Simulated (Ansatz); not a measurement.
Ansatz input

```yaml
crystal:
  lattice:
    - [5.5688842082, 0.0, 0.0]
    - [-2.7844421041, 4.8227951951, 0.0]
    - [0.0, 0.0, 3.2569092758]
  atoms:
    - { symbol: Hg, position: [1.0, 1.0, 0.0] }
    - { symbol: Hg, position: [0.3333333333, 0.6666666667, 0.5] }
    - { symbol: Hg, position: [0.6666666667, 0.3333333333, 0.5] }
hamiltonian:
  xc: r2scan
  pseudopotentials:
    kind: paw
    azcp:
      Hg: "pseudopotentials/Hg.paw.azcp"
basis:
  ecutwfc: 500
  fft_grid_basis: typed
kpoints:
  mp_grid: { grid: [8, 8, 11], shift: [0, 0, 0] }
magnetization:
  spin_polarized: false
scf:
  occupations: { method: fermi_dirac, width: 0.1 }
  lower_state_search: "off"
output:
  stress: true
  write_density: true
  write_potential: true
  elf: true
  volumetric_format: npy
```

and its output:

```
Engine: ansatz 0.2.0, x86_64-unknown-linux-gnu
Pseudopotentials: kind: paw
Pseudopotential: Hg, paw, valence charge 20, recommended cutoff 500 eV (meta_gga) 
Functional definition: r2SCAN
  parameter k0 = 0.174
  parameter k1 = 0.065
  parameter a1 = 4.9479
  exchange = r2scan_x(k0 = k0, k1 = k1, a1 = a1)
  correlation = r2scan_c
Crystal: 3 atoms, lattice volume = 87.473 Å³
Basis set: ecut = 500 eV, 2225 PW (Γ), exchange–correlation on 180×180×96 points (64 copies of the dense FFT grid, shifted against one another)
Bands: 36, of which v1, the nominal top of the filled ones, is band 30 counted from 1 (29 counted from 0)
Symmetry: 24 space group operations
Space group: P6/mmm (ITA 191), of the structure as read, at distance tolerance 4.4e-5 Å
k-points: 60 of 704
Non-local potential: Hg, projectors of the file, l = 0: 3, l = 1: 2, l = 2: 2, l = 3: 1
PAW form: soft (Blöchl's): semilocal exchange-correlation on the pseudo side does not see the compensation charge
PAW frozen core: Hg, regenerated for the run's functional (the file was generated under x = pbe(κ = 0.804, μ = 0.2195149727645171), c = pbe(β = 0.06672455060314922))
PAW one-centre angular grid: Hg, 590 points (default); XC on 160 Gauss nodes
Initial density: superposition of atomic densities (neutral atoms: chi_scale 0, normalization atom), corrected by the library's trained network
Initial wavefunctions: pseudopotential atomic-orbital guess
Functional: x = r2scan, c = r2scan; τ floored in thin density (d = 2e-4 eV/Å³)
SCF iter   1: F=-41483.439111 eV  HF=-41483.484670 eV  |F-HF|=4.56e-2  |Δ(HF+E_count)|=         —  Δρ=7.83e-3  dr2=6.76e-2  dr2_τ=2.83e-3  ethr=1.77e-3  ⟨swp⟩=6.0  Hψ=8229  notcnv=0  defer=2
SCF iter   2: F=-41483.459795 eV  HF=-41483.470650 eV  |F-HF|=1.09e-2  |Δ(HF+E_count)|=   1.40e-2  Δρ=4.08e-3  dr2=1.95e-2  dr2_τ=1.03e-3  ethr=1.13e-4  ⟨swp⟩=1.2  Hψ=3043  notcnv=0  defer=8
SCF iter   3: F=-41483.466561 eV  HF=-41483.466439 eV  |F-HF|=1.22e-4  |Δ(HF+E_count)|=   4.21e-3  Δρ=1.06e-3  dr2=9.92e-4  dr2_τ=6.18e-5  ethr=3.25e-5  ⟨swp⟩=2.0  Hψ=3453  notcnv=0  defer=8
SCF iter   4: F=-41483.466670 eV  HF=-41483.466665 eV  |F-HF|=4.49e-6  |Δ(HF+E_count)|=   2.26e-4  Δρ=2.23e-4  dr2=7.65e-5  dr2_τ=5.78e-6  ethr=1.65e-6  ⟨swp⟩=2.7  Hψ=4017  notcnv=0  defer=8
SCF iter   5: F=-41483.466699 eV  HF=-41483.466702 eV  |F-HF|=2.82e-6  |Δ(HF+E_count)|=   3.63e-5  Δρ=6.84e-5  dr2=7.93e-6  dr2_τ=4.03e-7  ethr=1.28e-7  ⟨swp⟩=2.1  Hψ=3216  notcnv=0  defer=8
SCF iter   6: F=-41483.466701 eV  HF=-41483.466701 eV  |F-HF|=4.16e-7  |Δ(HF+E_count)|=   3.05e-7  Δρ=2.65e-5  dr2=1.10e-6  dr2_τ=5.57e-8  ethr=1.32e-8  ⟨swp⟩=2.4  Hψ=3417  notcnv=0  defer=8
SCF iter   7: F=-41483.466701 eV  HF=-41483.466701 eV  |F-HF|=9.64e-8  |Δ(HF+E_count)|=   2.58e-8  Δρ=1.24e-5  dr2=2.05e-7  dr2_τ=2.14e-8  ethr=1.84e-9  ⟨swp⟩=2.0  Hψ=3219  notcnv=0  defer=8
SCF iter   8: F=-41483.466701 eV  HF=-41483.466701 eV  |F-HF|=3.91e-9  |Δ(HF+E_count)|=   3.48e-8  Δρ=3.09e-6  dr2=9.16e-9  dr2_τ=1.13e-9  ethr=1.67e-10  ⟨swp⟩=11.0  Hψ=14035  notcnv=0
SCF 1 converged in 8 iterations: F = -41483.466701 eV  dr2 = 9.16e-9
SCF converged after 8 iterations
Free energy (F): -41483.466701 eV
Harris-Foulkes:  -41483.466701 eV  (|F-HF|=3.91e-9)
Internal energy: -41483.454297 eV  (E = F + TS)
E sigma→0 (E₀):  -41483.460499 eV
Entropy (-TS):   -0.012405 eV (-4.135 meV/atom)
Fermi energy:    11.079120 eV
--- Per-component energies (eV) ---
  E_band       = -1424.786261
  E_kinetic    = 1815.197949
  E_local      = -8504.117211  (includes V_loc(G=0)·N_el)
  E_nonlocal   = 222.729469
  E_hartree    = 3620.441490
  E_xc         = -624.268240
  E_vxc        = -869.818798  (∫ρ·V_xc dr)
  E_paw        = -29918.113120  (= ΣΔE_a)
  E_vpaw       = -1390.740831  (= ΣTr[D̂ρ^β])
  E_aug_tail   = 0.001136  (compensation charges beyond the density's cutoff)
  E_vtau       = 61.078981  (kinetic-family band-sum trace: ∫τ·v_τ [+ j·A + Jᵃ·Aᵃ] dr)
  E_ewald      = -8094.878988
  E_core_change = -0.446783  (= ΣΔE_core)
  E_smearing   = -0.012405  (= −TS)
  E_closure    = -0.000000  (closes the sum)
  Σ components = -41483.466701   (vs F -41483.466701, Δ=0.00e0)
--- Stress (GPa, compression-positive) ---
       -1.162041       0.000000       0.000000
        0.000000      -1.162041       0.000000
        0.000000       0.000000      -1.041728
  P = ⅓ Tr σ = -1.1219 GPa (-11.219 kbar)
--- Band table (eV; the first three rows and the last of 60) ---
  k-point 0: bands = ["-105.8692", "-105.8685", "-105.7396", "-53.7057", "-53.7057", "-53.6927", "-53.6916", "-53.6916", "-53.6906", "-53.5709", "-53.5709", "-53.5655", "3.2456", "3.4451", "3.7936", "3.9241", "4.1033", "4.1033", "4.2796", "4.2796", "4.3458", "4.3458", "4.4548", "4.4548", "4.5351", "4.5351", "4.9132", "4.9132", "9.3401", "9.7009", "12.9746", "12.9746", "13.0615", "13.0615", "19.2329", "23.8803"]
  k-point 1: bands = ["-105.8691", "-105.8685", "-105.7395", "-53.7056", "-53.7056", "-53.6940", "-53.6919", "-53.6915", "-53.6915", "-53.5708", "-53.5708", "-53.5668", "3.3574", "3.5570", "3.8962", "3.9934", "4.1046", "4.1046", "4.2368", "4.2368", "4.2392", "4.2392", "4.5291", "4.5291", "4.5307", "4.5307", "4.8898", "4.8898", "9.3991", "9.7874", "13.1108", "13.1108", "13.2253", "13.2253", "18.0653", "24.2940"]
  k-point 2: bands = ["-105.8690", "-105.8684", "-105.7394", "-53.7054", "-53.7054", "-53.6977", "-53.6955", "-53.6912", "-53.6912", "-53.5706", "-53.5706", "-53.5705", "3.5677", "3.9324", "4.0348", "4.0348", "4.1297", "4.1297", "4.1478", "4.1478", "4.1770", "4.2449", "4.4988", "4.4988", "4.6103", "4.6103", "4.8446", "4.8446", "9.5800", "10.0642", "13.4951", "13.4951", "13.6965", "13.6965", "16.0322", "21.7914"]
  k-point 59: bands = ["-105.8685", "-105.8684", "-105.7392", "-53.7084", "-53.7081", "-53.7056", "-53.6986", "-53.6963", "-53.6893", "-53.5821", "-53.5698", "-53.5698", "3.6029", "3.7952", "3.8823", "3.9647", "4.0222", "4.0231", "4.0755", "4.2164", "4.3483", "4.4824", "4.5835", "4.8814", "4.9847", "5.0221", "5.0310", "9.1016", "9.2306", "9.8087", "11.5296", "11.8355", "12.6301", "16.6060", "17.8366", "18.4381"]
```

Command:

```sh
ansatz run input.yaml --threads 1 --pin off --max-ram 3584MiB --backend cpu --events-out ev --progress --plain --runs-dir out
```

On 1 thread of Intel(R) Xeon(R) Platinum 8259CL CPU @ 2.50GHz (Skylake/Cascade Lake) (shared host) this took about 30 s of wall time and 30 s of CPU time.
